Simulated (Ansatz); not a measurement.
Bi$_{2}$SnTe$_{3}$:
```cif
data_Bi2SnTe3
_chemical_formula_sum 'Te3 Bi2 Sn1'
_space_group_name_H-M_alt 'P 1'
_space_group_IT_number 1
_cell_length_a 4.73959
_cell_length_b 4.73959
_cell_length_c 9.78700
_cell_angle_alpha 90.000
_cell_angle_beta 90.000
_cell_angle_gamma 120.000
loop_
_space_group_symop_operation_xyz
  'x, y, z'
loop_
_atom_site_label
_atom_site_type_symbol
_atom_site_fract_x
_atom_site_fract_y
_atom_site_fract_z
_atom_site_occupancy
Te1 Te 0.33333 0.66667 0.66438 1
Bi1 Bi 0.66667 0.33333 0.83056 1
Te2 Te 0.00000 0.00000 0.00000 1
Bi2 Bi 0.33333 0.66667 0.16944 1
Te3 Te 0.66667 0.33333 0.33562 1
Sn1 Sn 0.00000 0.00000 0.50000 1
```

Relaxed with PBE+D3(BJ).

### Question
Decompose the optical modes at the zone centre into irreducible representations, and say which are infrared and Raman allowed.

### Answer
Point group -3m: Γ_opt = 2A1g + 3A2u + 2Eg + 3Eu. Infrared: A2u, Eu. Raman: A1g, Eg.

### Question
Assign frequencies (DFPT, PBE+D3(BJ) (plane waves, PAW; program Ansatz)).

### Answer
Eg 56, A1g 63, Eu 65, A2u 69, A2u 77, Eu 81, Eu 99, Eg 102, A1g 110, A2u 113 cm⁻¹.

Space group P-3m1. The cell is a constructed one: a structure type filled with these elements; neither database checked (COD, Materials Project) lists it. Its standing as an ambient phase is unchecked. The PBE+D3(BJ) relaxation kept the symmetry of its start; of distortions, only those at the zone centre were tested. As this level gives no gap, phonon frequencies hold no LO–TO term and depend on the k-mesh and smearing (Fermi–Dirac, 0.1 eV here). Scalar-relativistic: spin–orbit coupling is off unless named, which matters more the heavier the elements.

Potentials: the later of the program's two PAW sets.
